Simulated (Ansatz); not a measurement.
## Compressing MnPt$_{3}$: a fit and a missing row

MnPt$_{3}$, Pm-3m, a = 3.909 Å. The structure is a COD entry; whether it is the stable form wasn't checked. Ansatz: r2SCAN, PAW, 500 eV, Γ-centred 12×12×12 mesh on 4 atoms, Gaussian smearing 0.10 eV; collinear spin, largest moment 4.1 μB. Symmetry fixes shape and atoms, so the cell is only scaled; pressure is positive in compression.

```
V (Å³/atom) P (GPa)
     14.039        ?
     14.487     7.39
     14.935    -0.04
     15.383    -6.21
     15.832   -11.32
```

Question: Take V0 = 14.935 Å³/atom, count pressures from its P0 = -0.04 GPa, fit the third-order Birch–Murnaghan form to the other rows, and predict the missing pressure.

Answer: With the Eulerian strain f = ½[(V0/V)^(2/3) − 1] and y = (P − P0)/[3f(1 + 2f)^(5/2)], the form is the line y = B0 + 1.5 B0 (B0′ − 4) f. Rows (f, y): 0.01026, 229.4; -0.00976, 221.4; -0.01907, 217.3. Means f = -0.006190, y = 222.70; Σ(Δf)² = 0.0004492, ΣΔfΔy = 0.1844; the slope is their ratio. y = 225.2 + 410.5 f GPa, so B0 = 225.2 GPa and B0′ = 4 + 2 × (410.5)/(3 × 225.2) = 5.22. At V = 14.039, f = 0.02105, y = 233.84 and P = 16.33 GPa. The run gave 16.46 GPa, so the fit is 0.13 GPa too low, a small miss on the scale of the series. The form still works here, 33 % of the fitted range beyond its end.

The state reached may not be the lowest one. Only parallel moments were tried here. Spin–orbit coupling is left out, which can shift energies with elements as heavy as these.